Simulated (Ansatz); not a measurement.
KMgF₃:
```
CELL_PARAMETERS angstrom
      3.98071     0.00000     0.00000
      0.00000     3.98071     0.00000
      0.00000     0.00000     3.98071
ATOMIC_POSITIONS crystal
  K  0.50000 0.50000 0.50000
  Mg 0.00000 0.00000 0.00000
  F  0.50000 0.00000 0.00000
  F  0.00000 0.50000 0.00000
  F  0.00000 0.00000 0.50000
```

Relaxed with r²SCAN. Special points in fractions of this cell's reciprocal vectors: Γ (0.000, 0.000, 0.000); X (0.000, 0.500, 0.000); M (0.500, 0.500, 0.000); R (0.500, 0.500, 0.500).

List the band energies nearest the valence-band maximum at these points for DFT-r²SCAN in the program Ansatz with PAW potentials.

In eV from the valence-band maximum; about four levels below and three above (degenerate sets whole), none deeper than 8.9 eV; points with the same levels are listed once.

| k | below | above |
|---|---|---|
| Γ | -0.64 -0.64 -0.64 -0.31 -0.31 -0.31 | 8.30 10.86 10.86 |
| X | -0.87 -0.87 -0.53 -0.53 | 11.04 11.54 11.92 |
| M | -1.04 -1.04 -0.89 -0.89 -0.02 | 11.91 12.56 13.70 13.70 |
| R | -1.11 -1.11 0.00 0.00 0.00 | 11.41 11.41 11.41 |

Space group Pm-3m (cubic perovskite). Symmetry was held in the r²SCAN relaxation; phonons on a q-mesh show no instability.

Potentials: the later of the program's two PAW sets.
